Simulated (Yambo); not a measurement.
```
SrBrOH
1.0
    5.54108    -2.16929     0.00000
    5.54108     2.16929     0.00000
   -2.14818     0.00000     7.11983
H O Br Sr
2 2 2 2
Direct
  0.94395   0.94395   0.61897
  0.05605   0.05605   0.38103
  0.85300   0.85300   0.59598
  0.14700   0.14700   0.40402
  0.61190   0.61190   0.82658
  0.38810   0.38810   0.17342
  0.69834   0.69834   0.27620
  0.30166   0.30166   0.72380
```

The geometry is that of Materials Project entry mp-1080045, symmetrised and not relaxed again.

Where are the main features of Im ε from RPA with local fields on LDA bands (Yambo; 4×4×2 mesh, 124 bands, 3 Ry local-field block, 0.2 eV broadening; field along y)?

Peaks at 4.0 eV (0.7), 7.2 eV (3.2), 9.4 eV (2.8), 11.0 eV (2.0), 17.2 eV (0.8), heights in brackets. Peak heights and small wiggles depend on the k mesh. Convergence of the RPA response with its 4×4×2 mesh was not tested. No excitonic effects at this level. 

Spin-orbit coupling is not included.

The structure is a Materials Project entry; no match was found in the copy of COD used, and its stability was not checked.
